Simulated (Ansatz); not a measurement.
MoSe$_{2}$:
```
MoSe2
1.0
    3.24836     0.00000     0.00000
   -1.62418     2.81316     0.00000
    0.00000     0.00000    12.74184
Mo Se
2 4
Direct
  0.33333   0.66667   0.25000
  0.66667   0.33333   0.75000
  0.33333   0.66667   0.61993
  0.66667   0.33333   0.11993
  0.66667   0.33333   0.38007
  0.33333   0.66667   0.88007
```

LDA in the plane-wave PAW code Ansatz gives a gap of 0.72 eV without spin–orbit coupling, maximum at Γ, minimum on the K–Γ line, 45 % of the way from K.

Problem. What happens when spin–orbit coupling is switched on?

Solution. The gap drops by 0.01 eV, to 0.71 eV; maximum at Γ, minimum on the K–Γ line, 45 % of the way from K.

Problem. Give the electron effective mass with spin–orbit coupling.

Solution. 0.45, 0.45, 0.64 mₑ (principal values).

Problem. Give the hole effective mass with spin–orbit coupling.

Solution. 0.79, 0.79, 1.4 mₑ (principal values).

Space group P6_3/mmc. Symmetry was held in the LDA relaxation. No spin polarisation was allowed. A crystal of weakly bound layers computed without a dispersion correction: the cell and the soft elastic constants depend strongly on that.

Potentials: the later of the program's two PAW sets.
